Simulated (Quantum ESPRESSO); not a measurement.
Band energies of Li2PtH6

```
CELL_PARAMETERS angstrom
      0.00000     3.32492     3.32492
      3.32492     0.00000     3.32492
      3.32492     3.32492     0.00000
ATOMIC_POSITIONS crystal
  H  0.75479 0.75479 0.24521
  H  0.24521 0.24521 0.75479
  H  0.24521 0.75479 0.75479
  H  0.75479 0.24521 0.24521
  H  0.75479 0.24521 0.75479
  H  0.24521 0.75479 0.24521
  Li 0.75000 0.75000 0.75000
  Li 0.25000 0.25000 0.25000
  Pt 0.00000 0.00000 0.00000
```

PBEsol (pw.x of Quantum ESPRESSO, ONCV potentials, scalar-relativistic); path ΓXWKΓLUWLK,UX; energies in eV from the valence-band maximum.

```
k (1/Å)  point  band 11  band 12  band 13  band 14  band 15  band 16  band 17  band 18
-------  -----  -------  -------  -------  -------  -------  -------  -------  -------
0.00         Γ    -2.34    -2.34    -0.44    -0.44    -0.44     6.36     7.22     7.22
0.19              -2.33    -2.33    -0.59    -0.53    -0.53     6.26     6.84     7.24
0.38              -2.30    -2.30    -0.99    -0.79    -0.79     4.72     7.27     7.81
0.76              -2.20    -2.07    -2.07    -1.48    -1.48     2.90     7.35     8.53
0.94         X    -2.36    -1.91    -1.91    -1.72    -1.72     2.69     7.37     8.63
1.42         W    -2.49    -1.91    -1.78    -1.75    -1.75     4.49     5.91     8.28
1.42         K    -2.53    -2.06    -1.96    -1.72    -1.15     3.75     6.96     7.79
1.58              -2.52    -2.10    -2.03    -1.52    -0.62     4.54     5.96     8.07
1.92              -2.43    -2.19    -1.89    -0.98     0.00     5.24     5.83     7.39
2.09              -2.34    -2.27    -1.34    -0.71    -0.13     5.79     6.46     7.12
2.42         Γ    -2.34    -2.34    -0.44    -0.44    -0.44     6.36     7.22     7.22
2.62              -2.32    -2.32    -0.92    -0.38    -0.38     6.72     6.82     6.82
2.83              -2.24    -2.24    -1.75    -0.27    -0.27     5.94     5.94     6.85
3.24         L    -2.09    -2.09    -2.08    -0.19    -0.19     5.25     5.25     6.84
3.43              -2.11    -2.10    -2.07    -0.55    -0.35     4.92     5.52     7.42
3.82         U    -2.53    -2.06    -1.96    -1.72    -1.15     3.75     6.96     7.79
3.98              -2.52    -1.99    -1.94    -1.74    -1.36     4.07     6.45     7.92
4.15         W    -2.49    -1.91    -1.78    -1.75    -1.75     4.49     5.91     8.28
4.48              -2.19    -2.10    -2.04    -1.05    -0.69     4.69     5.71     8.07
4.65              -2.10    -2.09    -2.08    -0.46    -0.32     5.01     5.43     7.31
4.82         L    -2.09    -2.09    -2.08    -0.19    -0.19     5.25     5.25     6.84
4.93              -2.09    -2.09    -2.09    -0.33    -0.25     5.11     5.35     7.09
5.05              -2.13    -2.10    -2.07    -0.69    -0.42     4.81     5.63     7.59
5.17              -2.20    -2.10    -2.03    -1.14    -0.66     4.46     6.03     7.95
5.40         K    -2.53    -2.06    -1.96    -1.72    -1.15     3.75     6.96     7.79
5.40         U    -2.53    -2.06    -1.96    -1.72    -1.15     3.75     6.96     7.79
5.73         X    -2.36    -1.91    -1.91    -1.72    -1.72     2.69     7.37     8.63
```

The PBEsol gap is indirect, 2.69 eV, from 50 % of the way from K to Γ to X; the smallest direct gap is 4.38 eV.

Spin-orbit coupling is left out, which matters for elements this heavy: edges can move by tenths of an eV.

Geometry of the Materials Project entry, not relaxed at this level.

The structure is a Materials Project entry; no match was found in the copy of COD used, and its stability was not checked.
